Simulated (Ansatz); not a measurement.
BN (zinc blende)

```yaml
crystal:
  lattice:
    - [0.00000, 1.80285, 1.80285]
    - [1.80285, 0.00000, 1.80285]
    - [1.80285, 1.80285, 0.00000]
  atoms:
    - { symbol: N, position: [0.75000, 0.75000, 0.75000] }
    - { symbol: B, position: [0.00000, 0.00000, 0.00000] }
```

Scan: atom 1 (N, nearest neighbour B at 1.561 Å; its periodic images, 2.5 Å or more away, move with it) is displaced along Cartesian x, direction (1.000, 0.000, 0.000) in Cartesian axes, by s. The other atoms stay.

Level of theory: PBEsol (plane waves to 420 eV, PAW, scalar-relativistic; Ansatz, a first-principles code). k mesh 13×13×13 (Γ-centred), Fermi-Dirac smearing 0.05 eV. E stands for the smeared free energy. Compression counts positive. F∥ is the force on the atom along that direction. BN was relaxed with its symmetry unable to fall. The zero of ΔE is the undisplaced structure.

```tsv
s (Å)	P (GPa)	F∥ (eV/Å)	ΔE (meV/cell)
-0.160	7.61	3.718	(withheld)
-0.128	4.90	3.035	(withheld)
-0.096	2.77	2.313	(withheld)
-0.064	1.23	1.559	(withheld)
-0.032	0.30	0.785	13
0.000	-0.01	0.000	0
0.032	0.30	-0.785	13
0.064	1.23	-1.559	(withheld)
0.096	2.77	-2.313	(withheld)
0.128	4.90	-3.035	(withheld)
0.160	7.61	-3.718	(withheld)
```

**Question.** Complete the blanks.

**Answer.** 
- -0.160, ΔE (meV/cell): 306
- -0.128, ΔE (meV/cell): 198
- -0.096, ΔE (meV/cell): 112
- -0.064, ΔE (meV/cell): 50
- 0.064, ΔE (meV/cell): 50
- 0.096, ΔE (meV/cell): 112
- 0.128, ΔE (meV/cell): 198
- 0.160, ΔE (meV/cell): 306

(A displaced cell: forces are minus the slopes of the energy, force constants its curvatures, and phonons follow from these.)
